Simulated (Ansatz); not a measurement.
**What internal relaxation does to the elastic constants of SiO$_{2}$**

All numbers below come from Ansatz 0.2.0, DFT LDA, scalar-relativistic, plane waves, PAW. Cutoff 420 eV, 6×6×4 k-points (Γ-centred), fixed occupations. No spin polarisation.

Equilibrium structure at this level:
```
CELL_PARAMETERS angstrom
4.94328 0.00000 0.00000
0.00000 4.94328 0.00000
0.00000 0.00000 6.86839
ATOMIC_POSITIONS crystal
Si 0.80444 0.80444 0.50000
Si 0.69556 0.30444 0.25000
Si 0.19556 0.19556 0.00000
Si 0.30444 0.69556 0.75000
O 0.26272 0.38655 0.81661
O 0.11345 0.76272 0.56661
O 0.73728 0.61345 0.31661
O 0.88655 0.23728 0.06661
O 0.76272 0.11345 0.43339
O 0.61345 0.73728 0.68339
O 0.23728 0.88655 0.93339
O 0.38655 0.26272 0.18339
```

Clamped-ion constants (GPa, Voigt order; atoms follow the strain homogeneously):
```
388.0  26.6 114.8   0.0   0.0   0.0
 26.6 388.0 114.8   0.0   0.0   0.0
114.8 114.8 302.1   0.0   0.0   0.0
  0.0   0.0   0.0 145.4   0.0   0.0
  0.0   0.0   0.0   0.0 145.4   0.0
  0.0   0.0   0.0   0.0   0.0  49.2
```

Problem. What are the constants once the atoms relax in each strained cell?

Solution.
C11 = 47.5, C12 = 4.6, C13 = -10.3, C22 = 47.5, C23 = -10.3, C33 = 42.0, C44 = 70.0, C55 = 70.0, C66 = 24.9 GPa; the others vanish.
The Voigt shear modulus goes from 122.8 to 43.2 GPa and the Voigt bulk modulus from 176.7 to 11.7 GPa. Relaxation subtracts ΛᵀK⁻¹Λ/V, with Λ the forces that a strain puts on the atoms and K the zone-centre force constants. At a stable cell this can only lower the diagonal constants, and it acts only for strains that share their symmetry with an optical mode; elsewhere, and where the coupling is weak, the constants hardly move.

This form isn't the usual stable structure of the compound.

Cost: 2 runs of about 31 core-minutes in all, on Intel Xeon 6975P-C (Granite Rapids), AMD EPYC 7R43 (Zen 3) (shared hosts).